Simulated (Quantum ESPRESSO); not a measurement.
Field gradients of La$_{2}$O$_{3}$ from PBE PAW (JTH datasets; density from pw.x of a modified build of Quantum ESPRESSO, gradients reconstructed from it by a script), 30 Ha, k-mesh 7×7×4 through Γ:

```
CELL_PARAMETERS angstrom
      3.97009     0.00000     0.00000
     -1.98504     3.43820     0.00000
      0.00000     0.00000     5.98971
ATOMIC_POSITIONS crystal
  La 0.66667 0.33333 0.75564
  La 0.33333 0.66667 0.24436
  O  0.66667 0.33333 0.35117
  O  0.33333 0.66667 0.64883
  O  0.00000 0.00000 0.00000
```
The cell was made here from a computed Materials Project entry: strained by -2 % along the unique axis and by +1 % across it, atoms relaxed (PBE without dispersion, pw.x of Quantum ESPRESSO, symmetry kept). The parent is La2O3 in P-3m1. Stability against distortions was not tested. The run has no spin polarisation.

Vzz is the sum of three terms, each taken along its main axis: the smooth valence density, the ions (nucleus and frozen core) with the augmentation charges of all other spheres, and the all-electron minus smooth density in the atom's own sphere. The split hangs on the datasets.  Cores are frozen. Against all-electron runs on small test molecules, this scheme's |Vzz| missed by −2 to +6 % on O. La had no test against all-electron runs. Spin–orbit coupling is left out, a limit on La.

| site | smooth valence density | ions and other spheres | own sphere | Vzz (a.u.) |
|---|---|---|---|---|
| La (atoms 1, 2) | 0.010 | -0.007 | ___ | ___ |
| O1 (atoms 3, 4) | 0.035 | -0.017 | ___ | ___ |
| O2 (atom 5) | 0.014 | -0.037 | ___ | ___ |

**Question.** What belongs in the gaps?

**Answer.** 
- La (atoms 1, 2), own sphere: 1.283
- La (atoms 1, 2), Vzz (a.u.): 1.286
- O1 (atoms 3, 4), own sphere: 0.070
- O1 (atoms 3, 4), Vzz (a.u.): 0.088
- O2 (atom 5), own sphere: -0.077
- O2 (atom 5), Vzz (a.u.): -0.101
